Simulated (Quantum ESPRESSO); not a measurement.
Si3FO4N, one run as intended and one with a planted mistake

Simulated, not a measurement. The program is pw.x of Quantum ESPRESSO 7.5 (plane-wave density functional theory). The cell is made up: 9 atoms on a quartz lattice, with randomly drawn elements, strain and displacements, not relaxed. PseudoDojo standard norm-conserving files (v0.5 for PBE, v0.4.1 for LDA and PBEsol) set the functional; there is no spin polarisation, spin-orbit coupling or dispersion term, and the masses in the input are unused placeholders.

Intended input:

```
&control calculation='scf', pseudo_dir='./dojo.nc.sr.pbe.v0_5.standard.upf', outdir='./o', disk_io='low', tprnfor=.true., tstress=.true. /
&system ibrav=0, nat=9, ntyp=4, nbnd=30, ecutwfc=84.00895049, nosym=.true., tot_charge=0,
 occupations='smearing', smearing='fd', degauss=0.0018374661
/
&electrons conv_thr=7.350e-09, electron_maxstep=60, /
ATOMIC_SPECIES
F 1.0 F.upf
N 1.0 N.upf
O 1.0 O.upf
Si 1.0 Si.upf
CELL_PARAMETERS angstrom
4.9821 0.0693 0.0886
-2.431 4.1962 -0.0809
0.0972 -0.0464 5.3785
ATOMIC_POSITIONS angstrom
Si 2.3568 0.0416 3.622
Si -0.8827 2.1379 1.7638
Si 1.4166 2.1607 0.0663
F 1.4826 1.1393 4.1767
O 3.2731 0.5627 2.5021
O 2.8577 2.5577 0.7936
O 0.5195 1.7518 1.0715
O -1.106 3.0849 2.9263
N 1.0013 3.5678 4.6422
K_POINTS automatic
5 5 4 1 1 1
```

The log is shortened where brackets say so; the opening notice, blank lines, dates and the lines on written files are dropped, and the path of the files is cut. It prints rydbergs, bohrs and kilobars, and counts compression as positive stress. Where no state is partly filled, the Fermi energy that it prints is only some level between the filled and the empty states on the mesh, and need not lie in the true gap.

Log of the intended run:

```
     Program PWSCF v.7.5
     Parallel version (MPI & OpenMP), running on       4 processor cores
     Number of MPI processes:                 4
     Threads/MPI process:                     1
     [start-up lines left out]
     bravais-lattice index     =            0
     lattice parameter (alat)  =       9.4172  a.u.
     unit-cell volume          =     764.6068 (a.u.)^3
     number of atoms/cell      =            9
     number of atomic types    =            4
     number of electrons       =        48.00
     number of Kohn-Sham states=           30
     kinetic-energy cutoff     =      84.0090  Ry
     charge density cutoff     =     336.0358  Ry
     scf convergence threshold =      7.3E-09
     mixing beta               =       0.7000
     number of iterations used =            8  plain     mixing
     Exchange-correlation= PBE
                           (   1   4   3   4   0   0   0)
     [axes and pseudopotential details left out]
   Cartesian axes
     site n.     atom                  positions (alat units)
         1        Si     tau(   1) = (   0.4729330   0.0083478   0.7268174  )
         2        Si     tau(   2) = (  -0.1771291   0.4290069   0.3539372  )
         3        Si     tau(   3) = (   0.2842655   0.4335821   0.0133043  )
         4        F      tau(   4) = (   0.2975095   0.2286204   0.8381277  )
         5        O      tau(   5) = (   0.6568046   0.1129156   0.5020900  )
         6        O      tau(   6) = (   0.5734473   0.5132471   0.1592497  )
         7        O      tau(   7) = (   0.1042467   0.3515292   0.2150152  )
         8        O      tau(   8) = (  -0.2219382   0.6190390   0.5872131  )
         9        N      tau(   9) = (   0.2009283   0.7159413   0.9315384  )
     number of k points=    50  Fermi-Dirac smearing, width (Ry)=  0.0018
                       cart. coord. in units 2pi/alat
        k(    1) = (   0.0955168   0.1763242   0.1156119), wk =   0.0400000
        k(    2) = (   0.0913672   0.1783877   0.3473385), wk =   0.0400000
     [further k points left out]
     Dense  grid:    79587 G-vectors     FFT dimensions: (  60,  54,  60)
     Estimated max dynamical RAM per process >     161.02 MB
     Estimated total dynamical RAM >     585.80 MB
     Initial potential from superposition of free atoms
     starting charge      47.9981, renormalised to      48.0000
     Starting wfcs are   36 randomized atomic wfcs
     total cpu time spent up to now is        2.1 secs
     per-process dynamical memory:   125.5 Mb
     Self-consistent Calculation
     iteration #  1     ecut=    84.01 Ry     beta= 0.70
     Davidson diagonalization with overlap
     ethr =  1.00E-02,  avg # of iterations =  3.0
     total cpu time spent up to now is        5.6 secs
     total energy              =    -226.85790921 Ry
     estimated scf accuracy    <       2.83288953 Ry
     iteration #  2     ecut=    84.01 Ry     beta= 0.70
     Davidson diagonalization with overlap
     ethr =  5.90E-03,  avg # of iterations =  3.0
     total cpu time spent up to now is        8.9 secs
     total energy              =    -227.50815907 Ry
     estimated scf accuracy    <       2.58195283 Ry
     [iterations 3 to 10 left out]
     iteration # 11     ecut=    84.01 Ry     beta= 0.70
     Davidson diagonalization with overlap
     ethr =  5.85E-10,  avg # of iterations =  4.0
     total cpu time spent up to now is       37.1 secs
     total energy              =    -228.04717084 Ry
     estimated scf accuracy    <       0.00000001 Ry
     iteration # 12     ecut=    84.01 Ry     beta= 0.70
     Davidson diagonalization with overlap
     ethr =  2.09E-11,  avg # of iterations =  2.7
     total cpu time spent up to now is       40.2 secs
     End of self-consistent calculation
     [lines on levels left out]
     the Fermi energy is     6.0431 ev
!    total energy              =    -228.04717085 Ry
     estimated scf accuracy    <          9.1E-10 Ry
     smearing contrib. (-TS)   =      -0.00000000 Ry
     internal energy E=F+TS    =    -228.04717085 Ry
     The total energy is F=E-TS. E is the sum of the following terms:
     one-electron contribution =    -107.00871873 Ry
     hartree contribution      =      79.16665249 Ry
     xc contribution           =     -61.09990566 Ry
     ewald contribution        =    -139.10519895 Ry
     convergence has been achieved in  12 iterations
     Forces acting on atoms (cartesian axes, Ry/au):
     atom    1 type  4   force =     0.26501496   -0.33645095    0.01292866
     atom    2 type  4   force =    -0.19206007   -0.21788637   -0.11258280
     atom    3 type  4   force =     0.29247719    0.48293094   -0.23062976
     atom    4 type  1   force =    -0.15331504    0.06811121   -0.00390163
     atom    5 type  3   force =     0.10084739    0.17211374   -0.14752917
     atom    6 type  3   force =     0.03486761   -0.04006047   -0.03403461
     atom    7 type  3   force =    -0.31918032   -0.19292530    0.37255382
     atom    8 type  3   force =     0.00485440    0.11408151    0.10005706
     atom    9 type  2   force =    -0.03350612   -0.04991431    0.04313843
     Total force =     1.026014     Total SCF correction =     0.000060
     Computing stress (Cartesian axis) and pressure
          total   stress  (Ry/bohr**3)                   (kbar)     P=      163.60
   0.00060416  -0.00012551  -0.00137721           88.87      -18.46     -202.59
  -0.00012551   0.00064977   0.00064613          -18.46       95.58       95.05
  -0.00137721   0.00064613   0.00208239         -202.59       95.05      306.33
     init_run     :      2.00s CPU      2.07s WALL (       1 calls)
     electrons    :     37.81s CPU     38.06s WALL (       1 calls)
     forces       :      0.63s CPU      0.64s WALL (       1 calls)
     stress       :      2.12s CPU      2.12s WALL (       1 calls)
     [timing details left out]
     PWSCF        :     42.65s CPU     43.02s WALL
     JOB DONE.
```

A second run has one planted mistake: the cell has the wrong charge. The input lines that differ, file-writing options aside:

```
- &system ibrav=0, nat=9, ntyp=4, nbnd=30, ecutwfc=84.00895049, nosym=.true., tot_charge=0,
+ &system ibrav=0, nat=9, ntyp=4, nbnd=31, ecutwfc=84.00895049, nosym=.true., tot_charge=-1,
```

Its log:

```
     Program PWSCF v.7.5
     Parallel version (MPI & OpenMP), running on       4 processor cores
     Number of MPI processes:                 4
     Threads/MPI process:                     1
     [start-up lines left out]
     bravais-lattice index     =            0
     lattice parameter (alat)  =       9.4172  a.u.
     unit-cell volume          =     764.6068 (a.u.)^3
     number of atoms/cell      =            9
     number of atomic types    =            4
     number of electrons       =        49.00
     number of Kohn-Sham states=           31
     kinetic-energy cutoff     =      84.0090  Ry
     charge density cutoff     =     336.0358  Ry
     scf convergence threshold =      7.3E-09
     mixing beta               =       0.7000
     number of iterations used =            8  plain     mixing
     Exchange-correlation= PBE
                           (   1   4   3   4   0   0   0)
     [axes and pseudopotential details left out]
   Cartesian axes
     site n.     atom                  positions (alat units)
         1        Si     tau(   1) = (   0.4729330   0.0083478   0.7268174  )
         2        Si     tau(   2) = (  -0.1771291   0.4290069   0.3539372  )
         3        Si     tau(   3) = (   0.2842655   0.4335821   0.0133043  )
         4        F      tau(   4) = (   0.2975095   0.2286204   0.8381277  )
         5        O      tau(   5) = (   0.6568046   0.1129156   0.5020900  )
         6        O      tau(   6) = (   0.5734473   0.5132471   0.1592497  )
         7        O      tau(   7) = (   0.1042467   0.3515292   0.2150152  )
         8        O      tau(   8) = (  -0.2219382   0.6190390   0.5872131  )
         9        N      tau(   9) = (   0.2009283   0.7159413   0.9315384  )
     number of k points=    50  Fermi-Dirac smearing, width (Ry)=  0.0018
                       cart. coord. in units 2pi/alat
        k(    1) = (   0.0955168   0.1763242   0.1156119), wk =   0.0400000
        k(    2) = (   0.0913672   0.1783877   0.3473385), wk =   0.0400000
     [further k points left out]
     Dense  grid:    79587 G-vectors     FFT dimensions: (  60,  54,  60)
     Estimated max dynamical RAM per process >     163.77 MB
     Estimated total dynamical RAM >     596.77 MB
     Initial potential from superposition of free atoms
     starting charge      47.9981, renormalised to      49.0000
     Starting wfcs are   36 randomized atomic wfcs
     total cpu time spent up to now is        2.3 secs
     per-process dynamical memory:   127.4 Mb
     Self-consistent Calculation
     iteration #  1     ecut=    84.01 Ry     beta= 0.70
     Davidson diagonalization with overlap
     ethr =  1.00E-02,  avg # of iterations =  3.2
     total cpu time spent up to now is        6.2 secs
     total energy              =    -226.50179601 Ry
     estimated scf accuracy    <       2.04664967 Ry
     iteration #  2     ecut=    84.01 Ry     beta= 0.70
     Davidson diagonalization with overlap
     ethr =  4.18E-03,  avg # of iterations =  3.2
     total cpu time spent up to now is        9.8 secs
     total energy              =    -226.98228369 Ry
     estimated scf accuracy    <       2.11948104 Ry
     [iterations 3 to 11 left out]
     iteration # 12     ecut=    84.01 Ry     beta= 0.70
     Davidson diagonalization with overlap
     ethr =  1.73E-11,  avg # of iterations =  3.9
     total cpu time spent up to now is       42.6 secs
     total energy              =    -227.40856654 Ry
     estimated scf accuracy    <       0.00000001 Ry
     iteration # 13     ecut=    84.01 Ry     beta= 0.70
     Davidson diagonalization with overlap
     ethr =  1.73E-11,  avg # of iterations =  2.0
     total cpu time spent up to now is       45.4 secs
     End of self-consistent calculation
     [lines on levels left out]
     the Fermi energy is     9.2656 ev
!    total energy              =    -227.40856654 Ry
     estimated scf accuracy    <          3.8E-10 Ry
     smearing contrib. (-TS)   =      -0.00014568 Ry
     internal energy E=F+TS    =    -227.40842086 Ry
     The total energy is F=E-TS. E is the sum of the following terms:
     one-electron contribution =    -105.95773000 Ry
     hartree contribution      =      79.52316288 Ry
     xc contribution           =     -61.86865480 Ry
     ewald contribution        =    -139.10519895 Ry
     convergence has been achieved in  13 iterations
     Forces acting on atoms (cartesian axes, Ry/au):
     atom    1 type  4   force =     0.23569907   -0.32256326    0.01411926
     atom    2 type  4   force =    -0.15354006   -0.17813204   -0.09488382
     atom    3 type  4   force =     0.30659248    0.43053172   -0.22015558
     atom    4 type  1   force =    -0.17613820    0.05645410   -0.06699539
     atom    5 type  3   force =     0.09169699    0.14912093   -0.14243223
     atom    6 type  3   force =     0.04380081   -0.01333984   -0.01201353
     atom    7 type  3   force =    -0.29999046   -0.20032785    0.34088884
     atom    8 type  3   force =    -0.02406865    0.13032222    0.14518764
     atom    9 type  2   force =    -0.02405198   -0.05206598    0.03628480
     Total force =     0.966119     Total SCF correction =     0.000018
     Computing stress (Cartesian axis) and pressure
          total   stress  (Ry/bohr**3)                   (kbar)     P=      395.91
   0.00228487  -0.00007473  -0.00150977          336.12      -10.99     -222.09
  -0.00007473   0.00210913   0.00093883          -10.99      310.26      138.11
  -0.00150977   0.00093883   0.00368013         -222.09      138.11      541.37
     init_run     :      2.14s CPU      2.28s WALL (       1 calls)
     electrons    :     42.83s CPU     43.12s WALL (       1 calls)
     forces       :      0.63s CPU      0.65s WALL (       1 calls)
     stress       :      2.10s CPU      2.11s WALL (       1 calls)
     [timing details left out]
     PWSCF        :     47.76s CPU     48.24s WALL
     JOB DONE.
```

```
                                            intended run  run with the mistake
                          free energy (eV)     -3102.740             -3094.051
                    smearing term -TS (eV)        0.0000               -0.0020
                            pressure (GPa)         16.36                 39.59
            largest force component (eV/Å)        12.417                11.069
largest change of a force component (eV/Å)                               1.622
                                iterations            12                    13
```

For scale, a rerun of the intended cell at a cutoff of 1437 eV and k mesh 7 x 7 x 6 moved values by no more than 0.003 eV in energy, 0.02 GPa in stress and 0.002 eV/Å in force. The charged cell sits in a uniform background, so its energy and stress rest on the program's zero of potential. The number of bands, nbnd, was set by rule from the electron count and the smearing, so it follows the mistake.